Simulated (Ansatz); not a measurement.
GePd:
```
GePd
1.0
    3.11819     0.00000     0.00000
    0.00000     3.11819     0.00000
    0.00000     0.00000     3.11819
Pd Ge
1 1
Cartesian
  0.00000   0.00000   0.00000
  1.55910   1.55910   1.55910
```

Relaxed with PBEsol. Special points in fractions of this cell's reciprocal vectors: Γ (0.000, 0.000, 0.000); X (0.000, 0.500, 0.000); M (0.500, 0.500, 0.000); R (0.500, 0.500, 0.500).

Problem. List the band energies nearest the Fermi level at these points for DFT-PBEsol with spin–orbit coupling in the program Ansatz with PAW potentials.

Solution. In eV from the Fermi level; about four levels below and three above (degenerate sets whole), none deeper than 8.9 eV; points with the same levels are listed once.

```
k                                below                          above
-  -----------------------------------  -----------------------------
Γ  -2.61 -2.61 -2.61 -2.61 -2.33 -2.33  1.95 1.95 2.39 2.39 2.39 2.39
X              -2.43 -2.43 -1.19 -1.19            6.49 6.49 6.80 6.80
M              -1.71 -1.71 -0.34 -0.34            2.33 2.33 5.62 5.62
R              -1.66 -1.66 -1.66 -1.66  2.62 2.62 3.08 3.08 3.08 3.08
```

Space group Pm-3m (CsCl type). A made-up cell: these elements were put on the sites of a structure type; neither database checked (COD, Materials Project) lists it. COD files the formula under space group No. 62. Whether it is the stable phase at ambient conditions was not checked. The PBEsol relaxation kept the symmetry of its start; whether a distortion lowers the energy is not shown. No spin polarisation was allowed.

Potentials: the earlier of the program's two PAW sets. The files were generated under PBE; for other functionals the program regenerates the frozen cores, and for LDA and PBEsol the local potential too.
